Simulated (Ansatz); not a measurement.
**Cu3Pd under pressure**

Computed with DFT LDA, scalar-relativistic, plane waves, PAW in Ansatz 0.2.0. Plane waves to 420 eV; Γ-centred k mesh 12×12×12; Fermi-Dirac smearing of 0.15 eV. No spin polarisation. Phonons by linear response, acoustic sum rule imposed.

Relaxed structure:
Space group Pm-3m (No. 221). a = 3.613 Å, b = 3.613 Å, c = 3.613 Å, α = 90.00°, β = 90.00°, γ = 90.00°
```tsv
atom	site	symmetry	x	y	z
Cu	3c	4/mm.m	0.0000	0.5000	0.5000
Pd	1a	m-3m	0.0000	0.0000	0.0000
```

In a metal, frequencies and elastic constants depend on the k mesh and the smearing, soft modes and shear constants most.

Problem. The cell is relaxed again at 8 and 25 GPa. How do volume, gap and optical modes at Γ (cm⁻¹, counted from the lowest optical one; a degenerate one stands once) change?

Solution.
```
          0 GPa  8 GPa  25 GPa
    V/V0  1.000  0.964   0.906
gap (eV)   0.00   0.00    0.00
  mode 1    155    167     188
  mode 4    190    205     232
  mode 7    260    283     323
```